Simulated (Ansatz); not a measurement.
SrO (rock salt, space group No. 225), plane-wave PAW PBEsol (Ansatz code): ε∞ = 3.87, cell volume 33.60 Å³. Infrared-active transverse modes:

```tsv
ω_TO (cm⁻¹)	oscillator strength S_xx (e²/amu)
202.7	0.4463
```

Problem. Compute the static dielectric constant.

Solution. Each mode adds (4.921e7/V) S/ω²: 15.90. So ε0 = 19.8.

Problem. What LO frequency does the Lyddane–Sachs–Teller relation give?

Solution. ω_LO = ω_TO √(ε0/ε∞) = 458 cm⁻¹.

Space group Fm-3m (rock salt). Symmetry was held in the PBEsol relaxation; phonons on a q-mesh show no instability. Scalar-relativistic: spin–orbit coupling is off unless named, which matters more the heavier the elements.

Potentials: the later of the program's two PAW sets.
